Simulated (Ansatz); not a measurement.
Ni:
```yaml
crystal:
  lattice:
    - [0.00000, 1.73158, 1.73158]
    - [1.73158, 0.00000, 1.73158]
    - [1.73158, 1.73158, 0.00000]
  atoms:
    - { symbol: Ni, position: [0.00000, 0.00000, 0.00000], spin: 0.7 }
```

Relaxed with PBEsol. Special points in fractions of this cell's reciprocal vectors: Γ (0.000, 0.000, 0.000); X (0.500, 0.000, 0.500); U (0.625, 0.250, 0.625); K (0.375, 0.375, 0.750); L (0.500, 0.500, 0.500); W (0.500, 0.250, 0.750).

List the band energies nearest the Fermi level at these points for PBEsol (plane waves, PAW; program Ansatz).

In eV from the Fermi level; about four levels below and three above (degenerate sets whole), none deeper than 8.9 eV; … stands for higher levels left out; points with the same levels are listed once.

```tsv
k	below	above
Γ ↑	-2.59 -2.59 -2.59	…
X ↑	-4.51 -0.55 -0.44 -0.44	…
U ↑	-4.00 -2.26 -1.15 -0.72	…
L ↑	-2.58 -2.58 -0.60 -0.60	…
W ↑	-3.30 -3.30 -1.40 -0.44	…
Γ ↓	-1.85 -1.85 -1.85	…
X ↓	-4.66 -3.91	0.11 0.40 0.40
U ↓	-3.85 -3.47 -1.66 -0.53	0.11 …
L ↓	-4.77 -1.95 -1.95 -0.56	…
W ↓	-3.67 -2.70 -2.70 -0.80	0.41 …
```

Space group Fm-3m (fcc (Cu type)). The PBEsol relaxation kept the symmetry of its start. The final state is ferromagnetic, chosen from 3 collinear starts compared on coarse meshes (ties went to the first, and starts can fall back to one state), not a proven ground state. Textbook magnetic order: ferromagnetic.

Potentials: the later of the program's two PAW sets.
